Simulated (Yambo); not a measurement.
Yambo run on MoSe2 (space group P6_3/mmc, No. 194). The wavefunctions come from this Quantum ESPRESSO step (PBE, PseudoDojo stringent norm-conserving files, scalar-relativistic):

```
&CONTROL
  calculation = 'nscf'
  pseudo_dir = './pseudo'
  outdir = './out'
/
&SYSTEM
  ibrav = 0
  nat = 6
  ntyp = 2
  ecutwfc = 104.0
  ecutrho = 416.0
  occupations = 'fixed'
  force_symmorphic = .true.
  nbnd = 395
/
&ELECTRONS
  conv_thr = 6.000000000000001e-09
  diago_full_acc = .true.
  diago_thr_init = 1e-08
/
ATOMIC_SPECIES
Se 78.9710 Se.upf
Mo 95.9500 Mo.upf
CELL_PARAMETERS angstrom
  3.278315085463   0.000000000000   0.000000000000
 -1.639157542731   2.839104145621   0.000000000000
  0.000000000000   0.000000000000  12.724066979000
ATOMIC_POSITIONS crystal
Se   0.333333333000   0.666666667000   0.881612605500
Se   0.666666666333   0.333333333667   0.118387394500
Se   0.666666666333   0.333333333667   0.381612605500
Se   0.333333333000   0.666666667000   0.618387394500
Mo   0.666666666333   0.333333333667   0.750000000000
Mo   0.333333333000   0.666666667000   0.250000000000
K_POINTS automatic
3 3 1 0 0 0
```

Yambo input:

```
rim_cut
gw0
dyson
el_el_corr
HF_and_locXC
ppa
em1d
RandQpts= 1000000
RandGvec= 1 Ry
EXXRLvcs= 104 Ry
VXCRLvcs= 416 Ry
Chimod= "HARTREE"
% BndsRnXp
 39 | 394 |
%
NGsBlkXp= 12 Ry
% LongDrXp
 1.0 | 1.0 | 1.0 |
%
PPAPntXp= 27.2114 eV
% GbndRnge
 1 | 394 |
%
GTermKind= "BG"
DysSolver= "n"
ExtendOut
% QPkrange
 1 | 1 | 62 | 63 |
 3 | 3 | 62 | 63 |
%
```

k points by index: 1 = Γ, 3 = K.

The o-*.qp file then holds:

```
#    K-point    Band    Eo [eV]    E [eV]    E-Eo [eV]    Vxc [eV]    Vnlxc [eV]    Sc|Eo [eV]    Sc|E [eV]    dSc/dw|Eo [eV]    Re(Z)    Im(Z)
#
    1    62    0.000000    -0.031100    -0.031100    -16.95861    -17.36072    0.362118    0.371016    -7.775252    0.777763    -0.001388
    1    63    2.462341    2.860295    0.397955    -16.47455    -12.01857    -3.950485    -4.058029    -7.353124    0.787264    -0.399292E-3
    3    62    -0.289442    -0.328225    -0.038784    -16.71693    -17.39159    0.624675    0.635881    -7.852391    0.776052    -0.001392
    3    63    1.167638    1.599397    0.431759    -17.63116    -12.89061    -4.179690    -4.308790    -8.134457    0.769858    -0.001514
```
(The two width columns are left out.) Convergence of these settings isn't established.

Spin-orbit coupling is not included.

Geometry relaxed with PBE+D3(BJ).
